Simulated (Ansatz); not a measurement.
HfN (rock salt, space group No. 225) at seven volumes, DFT-PBEsol in the program Ansatz with PAW potentials, scaled uniformly. One row is withheld.

| V (Å³/atom) | P (GPa) |
|---|---|
| 10.378 | ? |
| 10.720 | 20.04 |
| 11.062 | 9.21 |
| 11.405 | -0.02 |
| 11.747 | -7.89 |
| 12.089 | -14.64 |
| 12.431 | -20.39 |

**Question.** Fit the shown pressures and predict the withheld one.

**Answer.** Third-order Birch–Murnaghan: P = (3/2)B₀(x^(7/2) − x^(5/2))[1 + (3/4)(B′ − 4)(x − 1)] with x = (V₀/V)^(2/3). Least squares on the six rows gives V₀ = 11.404 Å³/atom, B₀ = 283.9 GPa, B′ = 4.25. At V = 10.378, x = 1.0649 and P = 32.72 GPa. The run itself gave 32.73 GPa.

Space group Fm-3m (rock salt). The cell was relaxed with PBEsol under the symmetry of its start. The run is not spin-polarised. Scalar-relativistic: spin–orbit coupling is off unless named, which matters more the heavier the elements.

Potentials: the earlier of the program's two PAW sets. The files were generated under PBE; for other functionals the program regenerates the frozen cores, and for LDA and PBEsol the local potential too.
